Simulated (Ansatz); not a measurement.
Mg2Ge:
```xyz
3
Lattice="0.0000 3.2104 3.2104 3.2104 0.0000 3.2104 3.2104 3.2104 0.0000" Properties=species:S:1:pos:R:3 pbc="T T T"
Mg     4.8156     4.8156     4.8156
Mg     1.6052     1.6052     1.6052
Ge     0.0000     0.0000     0.0000
```

Relaxed with PBE. Special points in fractions of this cell's reciprocal vectors: Γ (0.000, 0.000, 0.000); X (0.500, 0.000, 0.500); U (0.625, 0.250, 0.625); K (0.375, 0.375, 0.750); L (0.500, 0.500, 0.500); W (0.500, 0.250, 0.750).

### Question
List the band energies nearest the valence-band maximum at these points for DFT-PBE in the program Ansatz with PAW potentials.

### Answer
In eV from the valence-band maximum; about four levels below and three above (degenerate sets whole), none deeper than 8.9 eV; points with the same levels are listed once.

```tsv
k	below	above
Γ	0.00 0.00 0.00	0.95 2.79 2.79 2.79
X	-8.02 -4.48 -1.98 -1.98	0.16 0.52 7.80 7.80
U	-8.04 -4.05 -3.46 -1.65	0.70 3.08 5.95
L	-8.46 -4.79 -0.73 -0.73	0.94 2.74 2.74
W	-7.99 -3.64 -3.64 -2.66	2.77 3.68 3.72 3.72
```

Space group Fm-3m (anti-fluorite). Symmetry was held in the PBE relaxation. Scalar-relativistic: spin–orbit coupling is off unless named, which matters more the heavier the elements.

Potentials: the earlier of the program's two PAW sets.
